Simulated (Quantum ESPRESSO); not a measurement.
**Band energies of LiZn**

```
LiZn
1.0
    0.00000     3.03182     3.03182
    3.03182     0.00000     3.03182
    3.03182     3.03182     0.00000
Li Zn
2 2
Direct
  0.75000   0.75000   0.75000
  0.50000   0.50000   0.50000
  0.25000   0.25000   0.25000
  0.00000   0.00000   0.00000
```

PBEsol (Quantum ESPRESSO, PseudoDojo norm-conserving, 84 Ry, no spin-orbit coupling); path ΓXWKΓLUWLK,UX; energies in eV from the Fermi level.

```
k (1/Å)  point  band 19  band 20  band 21  band 22  band 23  band 24  band 25  band 26
-------  -----  -------  -------  -------  -------  -------  -------  -------  -------
0.00         Γ    -6.83    -6.60    -6.60     3.57     3.57     3.57     3.70     3.70
0.23              -6.81    -6.62    -6.58     1.89     1.89     2.58     3.57     4.99
0.58              -6.71    -6.70    -6.32    -0.43    -0.02    -0.02     3.15     3.46
0.81              -6.63    -6.63    -5.50    -2.44    -0.77    -0.77     2.95     3.04
1.04         X    -6.60    -6.60    -4.16    -4.16    -1.03    -1.03     2.89     2.89
1.17              -6.59    -6.59    -4.15    -4.15    -1.12    -1.12     3.11     3.11
1.55         W    -6.55    -6.55    -4.05    -4.05    -1.55    -1.55     5.05     5.05
1.80              -6.58    -6.54    -4.47    -3.73    -1.88    -0.69     3.40     5.32
1.92         K    -6.58    -6.54    -4.52    -3.71    -1.93    -0.43     3.01     5.33
2.12              -6.57    -6.56    -5.24    -3.03    -1.81     0.37     3.20     6.80
2.42              -6.67    -6.57    -6.35    -1.40    -0.65     2.05     3.71     5.10
2.62              -6.76    -6.61    -6.58     0.08     0.56     3.26     4.17     4.32
2.92              -6.82    -6.60    -6.60     2.73     2.81     3.59     3.74     4.31
3.02         Γ    -6.83    -6.60    -6.60     3.57     3.57     3.57     3.70     3.70
3.22              -6.82    -6.60    -6.60     1.51     2.80     2.80     4.50     4.67
3.42              -6.72    -6.60    -6.60    -0.52     2.24     2.24     4.23     4.58
3.72              -6.62    -6.62    -6.00    -3.02     1.86     1.86     3.48     3.48
3.92         L    -6.63    -6.63    -5.49    -3.84     1.82     1.82     3.22     3.22
4.23              -6.60    -6.58    -5.26    -3.62    -0.52     0.57     3.24     5.16
4.55         U    -6.58    -6.54    -4.52    -3.71    -1.93    -0.43     3.01     5.33
4.80              -6.56    -6.54    -4.31    -3.82    -1.76    -1.18     4.29     5.25
4.92         W    -6.55    -6.55    -4.05    -4.05    -1.55    -1.55     5.05     5.05
5.10              -6.57    -6.54    -4.71    -3.53    -1.67    -0.85     4.39     5.31
5.38              -6.60    -6.59    -5.32    -3.67    -0.10     0.62     3.69     4.28
5.56              -6.63    -6.62    -5.47    -3.82     1.40     1.60     3.39     3.43
5.65         L    -6.63    -6.63    -5.49    -3.84     1.82     1.82     3.22     3.22
5.81              -6.62    -6.61    -5.44    -3.78     0.84     1.31     3.34     3.91
6.05              -6.59    -6.56    -5.12    -3.54    -1.12     0.25     3.17     5.88
6.21              -6.58    -6.54    -4.71    -3.56    -1.88    -0.25     3.05     5.80
6.29         K    -6.58    -6.54    -4.52    -3.71    -1.93    -0.43     3.01     5.33
6.29         U    -6.58    -6.54    -4.52    -3.71    -1.93    -0.43     3.01     5.33
6.38              -6.59    -6.55    -4.32    -3.91    -1.74    -0.69     2.96     4.44
6.65         X    -6.60    -6.60    -4.16    -4.16    -1.03    -1.03     2.89     2.89
```

A metal at this level: along this path bands 22, 23, 24 cross the Fermi level.

Geometry of the Materials Project entry, not relaxed at this level.
